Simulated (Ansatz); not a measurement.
ZrGa3 in space group I4/mmm (No. 139; Zr on 4e, Ga on 4c, Ga on 4d, Ga on 4e), DFT-r²SCAN in the program Ansatz with PAW potentials, all energies at zero smearing, with the estimated change up to a 700 eV cutoff added, with one set of potentials and settings (totals compare only within such a set). Cell of 8 atoms (2 Zr, 6 Ga): -31135.937 eV.

```
element                reference phase  E (eV/atom)
-------  -----------------------------  -----------
Zr       P6_3/mmc, 2 atoms in the cell   -4195.0547
Ga           Cmce, 4 atoms in the cell   -3790.2722
```

Formation energy per atom, worked out: (-31135.937 − 2×(-4195.0547) − 6×(-3790.2722))/8 = -0.524 eV/atom (-51 kJ per mol of atoms), at 0 K, without zero-point energy or fitted corrections.

The workflow started from a Materials Project entry (that database holds measured and hypothetical structures alike); the Crystallography Open Database files this formula in space group No. 139, but the cells were not matched. Whether it is the stable phase at ambient conditions was not checked. The cell was relaxed with r²SCAN under the symmetry of its start; its stability against distortions is not shown here. The run is not spin-polarised. The references are the lowest solids computed at this level, not always the standard phases.

Potentials: the earlier of the program's two PAW sets.
